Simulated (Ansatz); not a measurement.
What DFT gives for WC

```yaml
crystal:
  lattice:
    - [1.46348, 2.53482, 0.00000]
    - [4.39043, -2.53482, 0.00000]
    - [0.00000, 0.00000, 2.85856]
  atoms:
    - { symbol: W, position: [0.00000, 0.00000, 0.00000] }
    - { symbol: W, position: [0.50000, 0.50000, 0.00000] }
    - { symbol: C, position: [0.00000, 0.66667, 0.50000] }
    - { symbol: C, position: [0.50000, 0.16667, 0.50000] }
```

The numbers come from plane-wave PAW DFT (Ansatz): r2SCAN, with U_eff = 1.94 eV on W d (all-electron-ortho-atomic projectors), no spin polarisation, 500 eV, 11×6×11 Γ-centred k points, fermi-dirac occupations (width 0.1 eV). Nothing was relaxed.

**Electronic structure.** It is a metal, with about 0.41 states/eV a cell as the mean within 0.25 eV of the Fermi level, mostly W d (72 %) and C p (23 %).
**Forces.** Nearly at rest: the largest force is 0.001 eV/Å.
**Contacts.** W–C at 2.21 Å: least valence density 0.63 e/Å³ and ELF 0.39 there. Both are smooth PAW fields, read partly inside the augmentation spheres.
**Charges.** Bader charges in e: W +1.49, C -1.49. In the mean W gives up most and C takes most.
**Stress.** The pressure is -6.9 GPa (compression positive), so with the atoms held at these fractions the cell would first shrink. The principal stresses -9.5, -5.6, -5.5 GPa differ, so its shape would change too.

Origin: a database entry at a rescaled volume.
